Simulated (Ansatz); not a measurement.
An Ansatz (a quantum-chemistry and plane-wave program) run. Input:

Ansatz 0.2 input:
```yaml
crystal:
  lattice:
    - [1.3867133708, -4.6199275713, 0.0]
    - [1.3867133708, 4.6199275713, 0.0]
    - [0.0, 0.0, 7.1958622248]
  atoms:
    - { symbol: Ga, position: [0.2469901587, 0.7530098413, 0.25] }
    - { symbol: Ga, position: [0.7530098413, 0.2469901587, 0.75] }
    - { symbol: Ga, position: [0.0, 0.0, 0.5] }
    - { symbol: Ga, position: [0.0, 0.0, 0.0] }
    - { symbol: O, position: [0.3632130003, 0.6367869997, 0.9239203977] }
    - { symbol: O, position: [0.6367869997, 0.3632130003, 0.0760796023] }
    - { symbol: O, position: [0.6367869997, 0.3632130003, 0.4239203977] }
    - { symbol: O, position: [0.3632130003, 0.6367869997, 0.5760796023] }
    - { symbol: O, position: [0.1067193364, 0.8932806636, 0.75] }
    - { symbol: O, position: [0.8932806636, 0.1067193364, 0.25] }
kpoints:
  mp_grid: { grid: [8, 8, 3] }
  band_path:
    path:
      - [[0.0, 0.0, 0.0], [-0.5, 0.5, 0.0], [-0.2725238736, 0.7274761264, 0.0]]  # Γ-Y-C_0
      - [[0.2725238736, 0.2725238736, 0.0], [0.0, 0.0, 0.0], [0.0, 0.0, 0.5], [0.2725238736, 0.2725238736, 0.5]]  # Σ_0-Γ-Z-A_0
      - [[-0.2725238736, 0.7274761264, 0.5], [-0.5, 0.5, 0.5], [-0.5, 0.5, 0.0]]  # E_0-T-Y
      - [[0.0, 0.0, 0.0], [0.0, 0.5, 0.0], [0.0, 0.5, 0.5], [0.0, 0.0, 0.5], [-0.5, 0.5, 0.5]]  # Γ-S-R-Z-T
      - [VBM, CBM]
    npoints: 6
hamiltonian:
  xc: r2scan
  pseudopotentials: { azcp: { folder: ./paw }, kind: paw_fr }
magnetization: { noncollinear: true, spin_orbit: true }
scf:
  n_extra_bands: 20
  convergence: { dr2_threshold: 0.0000000001 }
  occupations: { method: gaussian, width: 0.01 }
checkpoint: { write: soc.run }
output: { eigenvalues: true }
```

Output (shortened):

```
Pseudopotential: Ga, paw, valence charge 13
Pseudopotential: O, paw, valence charge 6
Functional definition: r2SCAN
non-collinear run that drives no moment, with spin-orbit …
Crystal: 10 atoms, lattice volume = 92.201 Å³
Basis set: ecut = 500 eV, 2335 PW (Γ), exchange–correlation on 144×144×216 points (64 copies of the dense FFT grid, shifted against one another)
Bands: 108, of which v1, the nominal top of the filled ones, is band 88 counted from 1 (87 counted from 0)
Symmetry: 8 space group operations + 8 with time reversal
k-points: 42 of 192
Projection manifold: j_resolved (fully-relativistic pseudo-atomic orbitals)
SCF iter   1: F=—  HF=-18566.511871 eV  |F-HF|=—  |Δ(HF+E_count)|=         —  Δρ=1.39e-1  dr2=7.62e0  dr2_τ=1.44e-1  dr2_m=0.00e0 (ungated)  ethr=3.10e-3  |M|=0.00e0 ∫|m|=0.00e0 μB  |m|>n=0.0e0 m-floor=0.0e0 τ_xc=0.0e0  β_m=0.30  ⟨swp⟩=5.7  Hψ=9839  notcnv=0  defer=36
preconditioner: auto → Resta (q_TF=auto, 2.707 Å⁻¹)
spin=Noncollinear: Resta preconditioning applied to the charge; magnetization (m_x, m_y, m_z) channels mix plain (no charge-response kernel on spin).
SCF iter   2: F=—  HF=-18565.718248 eV  |F-HF|=—  |Δ(HF+E_count)|=   7.94e-1  Δρ=9.53e-2  dr2=3.55e0  dr2_τ=1.22e-2  dr2_m=0.00e0 (ungated)  ethr=3.10e-3  |M|=0.00e0 ∫|m|=0.00e0 μB  |m|>n=0.0e0 m-floor=0.0e0 τ_xc=0.0e0  β_m=0.61  ⟨swp⟩=3.0  Hψ=4591  notcnv=0  defer=608
SCF iter   3: F=—  HF=-18564.982807 eV  |F-HF|=—  |Δ(HF+E_count)|=   7.35e-1  Δρ=1.59e-2  dr2=1.22e-1  dr2_τ=1.59e-3  dr2_m=0.00e0 (ungated)  ethr=3.10e-3  |M|=0.00e0 ∫|m|=0.00e0 μB  |m|>n=0.0e0 m-floor=0.0e0 τ_xc=0.0e0  β_m=0.60  ⟨swp⟩=2.3  Hψ=3113  notcnv=0  defer=608
SCF iter   4: F=—  HF=-18564.955983 eV  |F-HF|=—  |Δ(HF+E_count)|=   2.68e-2  Δρ=4.34e-3  dr2=9.57e-3  dr2_τ=2.72e-4  dr2_m=0.00e0 (ungated)  ethr=1.38e-4  |M|=0.00e0 ∫|m|=0.00e0 μB  |m|>n=0.0e0 m-floor=0.0e0 τ_xc=0.0e0  β_m=0.71  ⟨swp⟩=2.0  Hψ=3676  notcnv=0  defer=608
SCF iter   5: F=—  HF=-18564.969024 eV  |F-HF|=—  |Δ(HF+E_count)|=   1.30e-2  Δρ=2.10e-3  dr2=2.13e-3  dr2_τ=7.81e-5  dr2_m=0.00e0 (ungated)  ethr=1.09e-5  |M|=0.00e0 ∫|m|=0.00e0 μB  |m|>n=0.0e0 m-floor=0.0e0 τ_xc=0.0e0  β_m=0.82  ⟨swp⟩=3.0  Hψ=3950  notcnv=0  defer=608
SCF iter   6: F=—  HF=-18564.970390 eV  |F-HF|=—  |Δ(HF+E_count)|=   1.37e-3  Δρ=3.21e-4  dr2=8.32e-5  dr2_τ=8.07e-7  dr2_m=0.00e0 (ungated)  ethr=2.42e-6  |M|=0.00e0 ∫|m|=0.00e0 μB  |m|>n=0.0e0 m-floor=0.0e0 τ_xc=0.0e0  β_m=0.91  ⟨swp⟩=2.0  Hψ=3834  notcnv=0  defer=608
SCF iter   7: F=—  HF=-18564.970443 eV  |F-HF|=—  |Δ(HF+E_count)|=   5.25e-5  Δρ=1.06e-4  dr2=7.74e-6  dr2_τ=1.44e-7  dr2_m=0.00e0 (ungated)  ethr=9.45e-8  |M|=0.00e0 ∫|m|=0.00e0 μB  |m|>n=0.0e0 m-floor=0.0e0 τ_xc=0.0e0  β_m=0.95  ⟨swp⟩=2.0  Hψ=3811  notcnv=0  defer=608
SCF iter   8: F=—  HF=-18564.970471 eV  |F-HF|=—  |Δ(HF+E_count)|=   2.82e-5  Δρ=3.16e-5  dr2=7.84e-7  dr2_τ=1.76e-8  dr2_m=0.00e0 (ungated)  ethr=8.80e-9  |M|=0.00e0 ∫|m|=0.00e0 μB  |m|>n=0.0e0 m-floor=0.0e0 τ_xc=0.0e0  β_m=0.88  ⟨swp⟩=2.0  Hψ=4003  notcnv=0  defer=608
SCF iter  12: F=-18564.970471 eV  HF=-18564.970471 eV  |F-HF|=2.18e-11  |Δ(HF+E_count)|=  8.11e-10  Δρ=2.44e-7  dr2=4.64e-11  dr2_τ=4.83e-13  dr2_m=0.00e0 (ungated)  ethr=1.00e-12  |M|=0.00e0 ∫|m|=0.00e0 μB  |m|>n=0.0e0 m-floor=0.0e0 τ_xc=0.0e0  ⟨swp⟩=10.3  Hψ=9799  notcnv=0
SCF 1 converged in 12 iterations: F = -18564.970471 eV  dr2 = 4.64e-11
NSCF: frozen V_eff on 52 k-points
NSCF: frozen V_eff on 52 k-points
NSCF: frozen V_eff on 52 k-points
NSCF: frozen V_eff on 45 k-points
NSCF: frozen V_eff on 5 k-points
NSCF: frozen V_eff on 16 k-points
NSCF: frozen V_eff on 5 k-points
NSCF: frozen V_eff on 12 k-points
NSCF: frozen V_eff on 10 k-points
NSCF: frozen V_eff on 13 k-points
NSCF: frozen V_eff on 3 k-points
NSCF: frozen V_eff on 13 k-points
NSCF: frozen V_eff on 3 k-points
NSCF: frozen V_eff on 77 k-points
SCF converged after 12 iterations
Magnetization: |M| = 0.0000 μB,  M = (+0.0000, +0.0000, +0.0000) μB
Absolute magnetization: 0.0000 μB (∫|m|)
  site 0: m = (+0.0000, +0.0000, +0.0000) μB, |m| = 0.0000 μB  (R = 0.80 Å)
  site 1: m = (+0.0000, +0.0000, +0.0000) μB, |m| = 0.0000 μB  (R = 0.80 Å)
  site 2: m = (+0.0000, +0.0000, +0.0000) μB, |m| = 0.0000 μB  (R = 0.81 Å)
  site 3: m = (+0.0000, +0.0000, +0.0000) μB, |m| = 0.0000 μB  (R = 0.81 Å)
  site 4: m = (+0.0000, +0.0000, +0.0000) μB, |m| = 0.0000 μB  (R = 0.81 Å)
  site 5: m = (+0.0000, +0.0000, +0.0000) μB, |m| = 0.0000 μB  (R = 0.81 Å)
  site 6: m = (+0.0000, +0.0000, +0.0000) μB, |m| = 0.0000 μB  (R = 0.81 Å)
  site 7: m = (+0.0000, +0.0000, +0.0000) μB, |m| = 0.0000 μB  (R = 0.81 Å)
  site 8: m = (+0.0000, +0.0000, +0.0000) μB, |m| = 0.0000 μB  (R = 0.80 Å)
  site 9: m = (+0.0000, +0.0000, +0.0000) μB, |m| = 0.0000 μB  (R = 0.80 Å)
Free energy (F): -18564.970471 eV
Harris-Foulkes:  -18564.970471 eV  (|F-HF|=2.18e-11)
Internal energy: -18564.970471 eV  (E = F + TS)
E sigma→0 (E₀):  -18564.970471 eV
Fermi energy:    11.394406 eV
--- Per-component energies (eV) ---
  E_band       = 9.538267
  E_kinetic    = 1471.713821
  E_local      = -5942.371879  (includes V_loc(G=0)·N_el)
  E_nonlocal   = -23.387739
  E_hartree    = 3665.194845
  E_xc         = -651.982810
  E_vxc        = -836.733719  (∫ρ·V_xc dr)
  E_paw        = -9051.576498  (= ΣΔE_a)
  E_vpaw       = -2039.307046  (= ΣTr[D̂ρ^β])
  E_aug_tail   = 0.001728  (compensation charges beyond the density's cutoff)
  E_vtau       = 49.233405  (kinetic-family band-sum trace: ∫τ·v_τ [+ j·A + Jᵃ·Aᵃ] dr)
  E_ewald      = -8029.814791
  E_core_change = -2.747148  (= ΣΔE_core)
  E_smearing   =  0.000000  (= −TS)
  E_closure    =  0.000000  (closes the sum)
  Σ components = -18564.970471   (vs F -18564.970471, Δ=0.00e0)
  [band-id]    e_kinetic+e_local+e_nonlocal+2·e_hartree+e_vxc+e_vpaw+e_augmentation_tail+e_vtau = 9.538262   (vs E_band 9.538267, Δ=-5.86e-6)
--- Band table (eV; the first three rows and the last of 42) ---
  k-point 0: bands = ["-10.4670", "-10.4670", "-9.2121", "-9.2121", "-9.1471", "-9.1471", "-8.4271", "-8.4271", "-8.3730", "-8.3730", "-7.8451", "-7.8451", "-4.1415", "-4.1415", "-4.0979", "-4.0979", "-4.0593", "-4.0593", "-3.9082", "-3.9082", "-3.7381", …
  k-point 1: bands = ["-10.2936", "-10.2936", "-9.8170", "-9.8170", "-8.6734", "-8.6734", "-8.4819", "-8.4819", "-8.2372", "-8.2372", "-7.9558", "-7.9558", "-4.1341", "-4.1341", "-4.1150", "-4.1150", "-4.0239", "-4.0239", "-3.9540", "-3.9540", "-3.7176", …
  k-point 2: bands = ["-10.2833", "-10.2833", "-9.1184", "-9.1184", "-9.0000", "-9.0000", "-8.4185", "-8.4185", "-8.3833", "-8.3833", "-7.8721", "-7.8721", "-4.1025", "-4.1025", "-4.0834", "-4.0834", "-4.0577", "-4.0577", "-3.9481", "-3.9481", "-3.6995", …
  k-point 41: bands = ["-9.5322", "-9.5322", "-9.4559", "-9.4559", "-9.1819", "-9.1819", "-9.0396", "-9.0396", "-8.2912", "-8.2912", "-8.2698", "-8.2698", "-4.1282", "-4.1282", "-4.1135", "-4.1135", "-4.0090", "-4.0090", "-4.0067", "-4.0067", "-3.7128", …
```

Cost: very roughly 10 core-minutes on shared cores.

Space group Cmcm. The first step of the workflow began from a Materials Project structure, measured or hypothetical; the Crystallography Open Database copy checked does not list it. It is not the phase usual at ambient conditions (space group No. 12, 167). The r²SCAN relaxation kept the symmetry of its start. At this level the phase is dynamically unstable (imaginary phonons).

Potentials: the earlier of the program's two PAW sets. The files were generated under PBE; for other functionals the program regenerates the frozen cores, and for LDA and PBEsol the local potential too.

Ansatz is a plane-wave DFT program.
